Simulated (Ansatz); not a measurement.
## GePt: what each run costs

Cell: 8 atoms, space group Pnma, a = 5.756 Å, b = 3.730 Å, c = 6.112 Å, α = 90.00°, β = 90.00°, γ = 90.00°.

All runs are DFT with Ansatz 0.2.0 on 1 thread of Intel Xeon Processor @ 2.50GHz (Skylake/Cascade Lake) (x86_64; 62 cores open to the job, memory cap 3.0 GiB, no GPU), a shared host.

Problem. Rank the runs by wall time, shortest first.
A. single point, r2SCAN, 500 eV, 6×9×6 k-points, smearing 0.05 eV
B. single point, PBE, 420 eV, 5×8×5 k-points, smearing 0.05 eV
C. single point, PBE with spin–orbit coupling, 420 eV, 6×9×6 k-points, smearing 0.05 eV

Solution. B (67 s, 0.65 GiB), A (3.9 min, 1.1 GiB), C (13 min, 2.3 GiB).
